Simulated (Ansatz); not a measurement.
Values for one crystal, relaxed and computed with LDA in the plane-wave PAW code Ansatz; other levels are named.

- Volume per atom: 17.39 Å³
- Electronic character: metallic (no gap)
- Density of states at the Fermi level: 0.08 states/eV per atom (mean over ±0.08 eV)
- Formation energy from the elements (no fitted shifts): -0.60 eV/atom

Which compound is it?
(A) P2W, C2/m (P on 4i, P on 4i, W on 4i)
(B) SrNbNO2, P4/mmm (Sr on 1a, Nb on 1d, N on 1c, O on 2e)
(C) NbAs2, C2/m (Nb on 4i, As on 4i, As on 4i)
(D) GeAs, I4mm (Ge on 2a, As on 2a)

C, NbAs2, C2/m (Nb on 4i, As on 4i, As on 4i)

The workflow started from a Materials Project entry (that database holds measured and hypothetical structures alike); the Crystallography Open Database files this formula in space group No. 12, but the cells were not matched. Whether it is the stable phase at ambient conditions was not checked. Symmetry was held in the LDA relaxation; its stability against distortions is not shown here. The run is not spin-polarised. The references are the lowest solids computed at this level, not always the standard phases. Spin–orbit coupling is left out wherever it is not named.

Potentials: the later of the program's two PAW sets.
